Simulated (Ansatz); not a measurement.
SiGe:
```cif
data_Ge2Si2
_chemical_formula_sum 'Si2 Ge2'
_space_group_name_H-M_alt 'P 1'
_space_group_IT_number 1
_cell_length_a 3.92278
_cell_length_b 3.92762
_cell_length_c 5.54235
_cell_angle_alpha 90.000
_cell_angle_beta 90.000
_cell_angle_gamma 90.000
loop_
_space_group_symop_operation_xyz
  'x, y, z'
loop_
_atom_site_label
_atom_site_type_symbol
_atom_site_fract_x
_atom_site_fract_y
_atom_site_fract_z
_atom_site_occupancy
Si1 Si 0.75000 0.00000 0.87996 1
Si2 Si 0.25000 0.00000 0.12004 1
Ge1 Ge 0.25000 0.50000 0.36945 1
Ge2 Ge 0.75000 0.50000 0.63055 1
```

Relaxed with r²SCAN.

**Question.** Which orbitals make up the states near the band edges in r²SCAN (plane waves, PAW; program Ansatz)?

**Answer.** Top 1 eV of the valence band: Ge 4p 54 %, Si 3p 42 %. Bottom 1 eV of the conduction band: Si 3p 32 %, Ge 4p 28 %, Ge 4s 18 %, Si 3s 9 %, outside the projected shells 14 %. Projections are on Löwdin-orthogonalised atomic valence shells; empty p or d shells of many metals are not among them.

**Question.** Tabulate the density of states.

**Answer.** States/eV per cell of 4 atoms, in 0.25 eV bins, energy from the valence-band maximum.

| E (eV) | total | Si 3p | Ge 4p | Si 3s |
|---|---|---|---|---|
| -7.85 | 1.32 | 0.32 | 0.25 | 0.33 |
| -7.60 | 1.92 | 0.51 | 0.41 | 0.42 |
| -7.35 | 1.84 | 0.51 | 0.42 | 0.43 |
| -7.10 | 1.37 | 0.36 | 0.34 | 0.36 |
| -6.85 | 1.08 | 0.29 | 0.28 | 0.30 |
| -6.60 | 0.91 | 0.25 | 0.24 | 0.25 |
| -6.35 | 0.81 | 0.22 | 0.21 | 0.22 |
| -6.10 | 0.75 | 0.22 | 0.19 | 0.20 |
| -5.85 | 0.70 | 0.21 | 0.17 | 0.18 |
| -5.60 | 0.57 | 0.18 | 0.14 | 0.14 |
| -5.35 | 0.49 | 0.16 | 0.12 | 0.12 |
| -5.10 | 0.45 | 0.16 | 0.11 | 0.10 |
| -4.85 | 0.45 | 0.18 | 0.12 | 0.09 |
| -4.60 | 0.64 | 0.30 | 0.23 | 0.07 |
| -4.35 | 1.97 | 0.94 | 0.88 | 0.08 |
| -4.10 | 2.40 | 1.07 | 1.11 | 0.12 |
| -3.85 | 2.02 | 0.89 | 0.92 | 0.11 |
| -3.60 | 2.08 | 0.97 | 0.93 | 0.09 |
| -3.35 | 2.71 | 1.35 | 1.18 | 0.09 |
| -3.10 | 2.63 | 1.28 | 1.19 | 0.07 |
| -2.85 | 2.79 | 1.37 | 1.27 | 0.07 |
| -2.60 | 2.86 | 1.42 | 1.27 | 0.07 |
| -2.35 | 2.52 | 1.24 | 1.15 | 0.05 |
| -2.10 | 2.35 | 1.11 | 1.14 | 0.04 |
| -1.85 | 2.30 | 1.01 | 1.19 | 0.04 |
| -1.60 | 2.10 | 0.87 | 1.15 | 0.03 |
| -1.35 | 1.76 | 0.68 | 1.02 | 0.02 |
| -1.10 | 1.25 | 0.49 | 0.71 | 0.01 |
| -0.85 | 0.79 | 0.33 | 0.42 | 0.01 |
| -0.60 | 0.53 | 0.22 | 0.28 | 0.00 |
| -0.35 | 0.28 | 0.11 | 0.15 | 0.00 |
| -0.10 | 0.05 | 0.02 | 0.03 | 0.00 |
| 0.15 | 0.00 | 0.00 | 0.00 | 0.00 |
| 0.40 | 0.00 | 0.00 | 0.00 | 0.00 |
| 0.65 | 0.05 | 0.01 | 0.02 | 0.00 |
| 0.90 | 0.34 | 0.10 | 0.10 | 0.02 |
| 1.15 | 0.65 | 0.21 | 0.18 | 0.05 |
| 1.40 | 1.08 | 0.35 | 0.29 | 0.11 |
| 1.65 | 1.66 | 0.54 | 0.44 | 0.20 |
| 1.90 | 2.55 | 0.83 | 0.68 | 0.32 |
| 2.15 | 3.02 | 1.02 | 0.77 | 0.40 |
| 2.40 | 2.82 | 0.97 | 0.73 | 0.39 |
| 2.65 | 2.41 | 0.78 | 0.68 | 0.33 |
| 2.90 | 2.05 | 0.62 | 0.66 | 0.23 |
| 3.15 | 1.97 | 0.62 | 0.62 | 0.19 |
| 3.40 | 2.31 | 0.77 | 0.77 | 0.20 |
| 3.65 | 3.66 | 1.22 | 1.32 | 0.25 |
| 3.90 | 3.28 | 1.05 | 1.20 | 0.25 |
| 4.15 | 2.70 | 0.90 | 0.95 | 0.18 |
| 4.40 | 2.44 | 0.80 | 0.87 | 0.15 |
| 4.65 | 2.18 | 0.69 | 0.76 | 0.13 |
| 4.90 | 2.36 | 0.74 | 0.76 | 0.13 |
| 5.15 | 2.51 | 0.79 | 0.79 | 0.13 |
| 5.40 | 2.33 | 0.70 | 0.68 | 0.14 |

Space group Pmma. The start of the workflow was typed in or built on a structure type; neither database checked (COD, Materials Project) lists it. Whether it is the stable phase at ambient conditions was not checked. The r²SCAN relaxation kept the symmetry of its start; whether a distortion lowers the energy is not shown. Scalar-relativistic: spin–orbit coupling is off unless named, which matters more the heavier the elements.

Potentials: the earlier of the program's two PAW sets.
